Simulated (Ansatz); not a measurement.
A geometry of LiNbO3 away from equilibrium: step 3 of the relaxation of a generated trial cell of LiNbO3 in the LiNbO3 structure type. Calculation: r2SCAN (plane waves to 500 eV, PAW, scalar-relativistic; Ansatz, a quantum-chemistry and plane-wave program). Γ-centred k-mesh 8×8×8 on the run's cell, Fermi–Dirac smearing 0.05 eV. The plane waves were selected for a different cell earlier on the path.

```
CELL_PARAMETERS angstrom
      2.56321     1.47987     4.59153
     -2.56321     1.47987     4.59153
      0.00000    -2.95974     4.59153
ATOMIC_POSITIONS crystal
  Li 0.70385 0.70385 0.70385
  Li 0.20385 0.20385 0.20385
  Nb 0.98651 0.98651 0.98651
  Nb 0.48651 0.48651 0.48651
  O  0.62095 0.87481 0.26359
  O  0.87481 0.26359 0.62095
  O  0.26359 0.62095 0.87481
  O  0.76359 0.37481 0.12095
  O  0.37481 0.12095 0.76359
  O  0.12095 0.76359 0.37481
```

Task: What forces act on the atoms (eV/Å)?

Result: 
| atom | Fx | Fy | Fz |
|---|---|---|---|
| Li1 | 0.00 | 0.00 | -0.01 |
| Li2 | 0.00 | 0.00 | -0.01 |
| Nb3 | 0.00 | 0.00 | -0.39 |
| Nb4 | 0.00 | 0.00 | -0.39 |
| O5 | -0.02 | 0.10 | 0.13 |
| O6 | 0.09 | -0.04 | 0.13 |
| O7 | -0.08 | -0.06 | 0.13 |
| O8 | -0.09 | -0.04 | 0.13 |
| O9 | 0.02 | 0.10 | 0.13 |
| O10 | 0.08 | -0.06 | 0.13 |

The path ends in R3c (No. 161) (AFLOW prototype ABC3_hR10_161_a_a_b (as in LiNbO3)). No spin polarisation in the result.

The run could not lose the symmetry of its start; a randomly shaken copy of 10 atoms returns to this structure.
